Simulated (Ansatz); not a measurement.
BeSe:
```yaml
crystal:
  lattice:
    - [3.45440, 0.00000, 0.00000]
    - [-1.72720, 2.99160, 0.00000]
    - [0.00000, 0.00000, 5.45717]
  atoms:
    - { symbol: Be, position: [0.00000, 0.00000, 0.00000] }
    - { symbol: Be, position: [0.00000, 0.00000, 0.50000] }
    - { symbol: Se, position: [0.66667, 0.33333, 0.75000] }
    - { symbol: Se, position: [0.33333, 0.66667, 0.25000] }
```

Tensor components refer to the Cartesian frame of this cell.

Question: Give the high-frequency dielectric tensor and the Born effective charge tensors of the independent atoms from DFPT, LDA (plane waves, PAW; program Ansatz).

Answer: 
ε∞:
```
11.4  0.00  0.00
0.00  11.4  0.00
0.00  0.00  12.7
```
Z* of atom 1 (Be), rows: field, columns: displacement, in e:
```
2.80  0.00  0.00
0.00  2.80  0.00
0.00  0.00  3.06
```
Z* of atom 3 (Se), rows: field, columns: displacement, in e:
```
-2.80   0.00   0.00
 0.00  -2.80   0.00
 0.00   0.00  -3.06
```

Space group P6_3/mmc (NiAs type). This is a known high-pressure phase of the composition, computed here at zero pressure and temperature. Symmetry was held in the LDA relaxation. At this level the phase is dynamically unstable (imaginary phonons). Scalar-relativistic: spin–orbit coupling is off unless named, which matters more the heavier the elements.

Potentials: the later of the program's two PAW sets.
